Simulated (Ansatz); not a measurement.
Problem. Name crystals whose computed values (LDA (plane waves, PAW; program Ansatz)) fall in these windows: G_Hill (GPa) 90 to 110; Θ_D (K) 290 to 370; B₀ by P(V) fit (GPa) 220 to 290.

Solution. 

| crystal | G_Hill (GPa) | Θ_D (K) | B₀ by P(V) fit (GPa) |
|---|---|---|---|
| Ta3Ru, Fm-3m (Ta on 8c, Ta on 4b, Ru on 4a) | 99.3 | 323 | 256 |
Others may fit too.

Standing as an ambient phase not checked: Ta3Ru, Fm-3m (Ta on 8c, Ta on 4b, Ru on 4a). Perhaps ordered models of mixed-site phases: Ta3Ru, Fm-3m (Ta on 8c, Ta on 4b, Ru on 4a). The cell was relaxed under the symmetry of its start. Rows with no word on spin ran without spin polarisation. Scalar-relativistic: spin–orbit coupling is off unless named, which matters more the heavier the elements.

Potentials: the later of the program's two PAW sets.
